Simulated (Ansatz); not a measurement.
The start is a relaxed Li cell deformed by the Cartesian strain tensor (xx, yy, zz, yz, xz, xy) = (0.075, 0.024, 0.022, -0.055, 0.083, -0.030). Cell shape, volume and atoms are optimised at zero target pressure with PBE (plane waves to 420 eV, PAW, scalar-relativistic; Ansatz, a program for electronic structure). The first steps use a coarse 14×12×13 k-mesh.

The start:
```
Li
1.0
   -1.75538     1.71504     1.51847
    2.03865    -1.90388     1.99058
    1.65238     1.80088    -1.70731
Li
1
Direct
  0.00000   0.00000   0.00000
```

- Energy released = 0.03 eV/atom
- Volume change = -10.2 %, from 22.55 to 20.24 Å³/atom
- Relative to the parent = It relaxes back to the parent, Im-3m (No. 229)
- Shortest distances (start → end) = The closest pairs of elements (up to four, under 3.6 Å), start → end: Li–Li 2.89 → 2.97 Å
- Band gap at the end = zero (metallic)
- Optimiser moves = 30

Final structure:

```cif
data_Li2
_chemical_formula_sum 'Li2'
_space_group_name_H-M_alt 'Im-3m'
_space_group_IT_number 229
_space_group_name_Hall '-I 4 2 3'
_cell_length_a 3.43346
_cell_length_b 3.43346
_cell_length_c 3.43346
_cell_angle_alpha 90.000
_cell_angle_beta 90.000
_cell_angle_gamma 90.000
loop_
_atom_site_label
_atom_site_type_symbol
_atom_site_symmetry_multiplicity
_atom_site_Wyckoff_symbol
_atom_site_fract_x
_atom_site_fract_y
_atom_site_fract_z
_atom_site_occupancy
Li1 Li 2 a 0.00000 0.00000 0.00000 1
```
(The calculation used a cell of 1 atom; values per cell refer to that cell.)

Final values are on a 19×19×19 k-mesh of the relaxed cell. No spin polarisation in the result.

The run could not lose the symmetry of its start.
